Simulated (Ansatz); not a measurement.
## Ba₃TaGa₃Si₂O₁₄: Ga-69 NMR of the central transition

Cell: a structure deposited in the COD, its atoms then relaxed with PBE in this cell.

Space group P321 (No. 150); a = 8.5150, c = 5.1920 Å, γ = 120.00°.

| site | Wyckoff | site symmetry | x | y | z |
| --- | --- | --- | --- | --- | --- |
| Ba | 3e | .2. | 0.4320 | 0.0000 | 0.0000 |
| Ta | 1a | 32. | 0.0000 | 0.0000 | 0.0000 |
| Ga | 3f | .2. | 0.7456 | 0.0000 | 0.5000 |
| Si | 2d | 3.. | 0.3333 | 0.6667 | 0.4779 |
| O10 | 2d | 3.. | 0.3333 | 0.6667 | 0.7867 |
| O12 | 6g | 1 | 0.4736 | 0.2980 | 0.6516 |
| O18 | 6g | 1 | 0.2186 | 0.1037 | 0.2261 |

One atom of each set is listed.

The numbers come from a DFT calculation in Ansatz (PBE, plane waves and PAW, scalar-relativistic, 420 eV cutoff, Γ-centred 3×3×4 k-points, Fermi–Dirac smearing 0.02 eV).

Ga-69 has I = 3/2 and Q = 171.0 mb (Pyykkö 2018); at 21.1 T its Larmor frequency is ν₀ = 216.2 MHz. Only the quadrupole interaction is simulated: positions count from each site's isotropic chemical shift, and shift anisotropy, dipolar and J coupling are left out.

Simulated pattern of one Ga site (static powder, Gaussian broadening 30 kHz):

(offset (kHz), height): (-334.8, 1), (-321.1, 8), (-307.4, 33), (-293.8, 72), (-280.1, 99), (-266.4, 100), (-252.7, 82), (-239.0, 67), (-225.3, 58), (-211.6, 53), (-197.9, 49), (-184.3, 46), (-170.6, 44), (-156.9, 42), (-143.2, 41), (-129.5, 40), (-115.8, 39), (-102.1, 38), (-88.5, 37), (-74.8, 37), (-61.1, 37), (-47.4, 37), (-33.7, 36), (-20.0, 36), (-6.3, 34), (7.4, 31), (21.0, 29), (34.7, 30), (48.4, 31), (62.1, 33), (75.8, 35), (89.5, 38), (103.2, 42), (116.8, 48), (130.5, 60), (144.2, 78), (157.9, 77), (171.6, 41), (185.3, 10), (199.0, 1)

(1) Which |C_Q| and η does the pattern imply?

## Answers

(1) The pattern spans 472 kHz before broadening and its centre of gravity is at -86.6 kHz, which fixes P_Q; the places of the horns and steps fix η. That gives P_Q = 27.4 MHz, |C_Q| = 27.3 MHz and η = 0.05. The sign of C_Q can't be read from the pattern.
